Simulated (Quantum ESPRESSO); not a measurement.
**Kohn-Sham bands of InSb (Cmc2₁)**

```
CELL_PARAMETERS angstrom
      2.31255    -4.00263     0.00000
      2.31255     4.00263     0.00000
      0.00000     0.00000     7.61630
ATOMIC_POSITIONS crystal
  In 0.66812 0.33188 0.51185
  In 0.33188 0.66812 0.01185
  Sb 0.66550 0.33450 0.13815
  Sb 0.33450 0.66550 0.63815
```

Cell from Materials Project (mp-1007661), symmetrised, no further relaxation. Not found in the COD (Crystallography Open Database) copy used, which has the formula in other groups; not checked further. The atoms lie within 0.1 Å of the higher space group P6_3mc. Level: PBEsol, spinors with spin-orbit coupling; pw.x of Quantum ESPRESSO at 64 Ry with PseudoDojo potentials, 4×4×4 k-points, Wannier90. Density: 8×8×4 mesh, cold smearing 0.01 Ry. With spin-orbit coupling a semilocal functional can close or falsely invert a small gap; the band order was not checked against a better method.

Energies are relative to the Fermi level; weights are on the orthonormalised atomic waves of the pseudopotential files, averaged over the group. 56 electrons a cell are treated as valence.

```json
[
 {"bands": "1–8", "from (eV)": "-29.44", "to (eV)": "-29.43", "filling": "filled", "weight on atomic waves": "___"},
 {"bands": "9–20", "from (eV)": "-28.20", "to (eV)": "-28.19", "filling": "filled", "weight on atomic waves": "___"},
 {"bands": "21–28", "from (eV)": "-15.24", "to (eV)": "-15.18", "filling": "filled", "weight on atomic waves": "___"},
 {"bands": "29–40", "from (eV)": "-14.45", "to (eV)": "-14.32", "filling": "filled", "weight on atomic waves": "___"},
 {"bands": "41–44", "from (eV)": "-10.74", "to (eV)": "-8.85", "filling": "filled", "weight on atomic waves": "___"}
]
```

Q: Which atomic shells make up each group?

A: 
- 1–8, weight on atomic waves: Sb 4d 100 %
- 9–20, weight on atomic waves: Sb 4d 100 %
- 21–28, weight on atomic waves: In 4d 99 %
- 29–40, weight on atomic waves: In 4d 99 %
- 41–44, weight on atomic waves: Sb 5s 63 %, In 5p 21 %, In 5s 12 %

No gap over 0.05 eV opens at the Fermi level at this level of theory; semilocal functionals close the gap of some real semiconductors.
